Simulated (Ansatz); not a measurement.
# V$_{8}$N: pressure against volume

V$_{8}$N, P4_2/mnm, a = 8.615 Å, c = 2.941 Å. The structure is a Materials Project entry; whether it is the stable form wasn't checked. Ansatz: PBEsol, PAW, 420 eV, Γ-centred 4×4×12 mesh on 18 atoms, Gaussian smearing 0.10 eV; no spin polarisation. Shape and atoms are relaxed at each volume; pressure is positive in compression.

| V (Å³/atom) | P (GPa) |
| --- | --- |
| 10.669 | ? |
| 11.033 | 24.75 |
| 11.396 | 15.25 |
| 11.760 | 7.04 |
| 12.124 | -0.03 |
| 12.488 | -6.10 |
| 12.851 | -11.32 |
| 13.336 | -17.12 |

Task: Take V0 = 12.124 Å³/atom, count pressures from its P0 = -0.03 GPa, fit the third-order Birch–Murnaghan form to the other rows, and predict the missing pressure.

Result: With the Eulerian strain f = ½[(V0/V)^(2/3) − 1] and y = (P − P0)/[3f(1 + 2f)^(5/2)], the form is the line y = B0 + 1.5 B0 (B0′ − 4) f. Rows (f, y): 0.03244, 217.6; 0.02107, 218.0; 0.01026, 218.3; -0.00976, 217.8; -0.01904, 217.8; -0.03077, 217.0. Means f = 0.0007000, y = 217.75; Σ(Δf)² = 0.003003, ΣΔfΔy = 0.02768; the slope is their ratio. y = 217.7 + 9.218 f GPa, so B0 = 217.7 GPa and B0′ = 4 + 2 × (9.218)/(3 × 217.7) = 4.03. At V = 10.669, f = 0.04448, y = 218.11 and P = 35.99 GPa. The run gave 35.76 GPa, so the fit is 0.23 GPa too high, a small miss on the scale of the series.

Cost: 8 runs of about 2.2 core-hours in all, on Intel Xeon Processor @ 2.50GHz (Skylake/Cascade Lake) (shared hosts).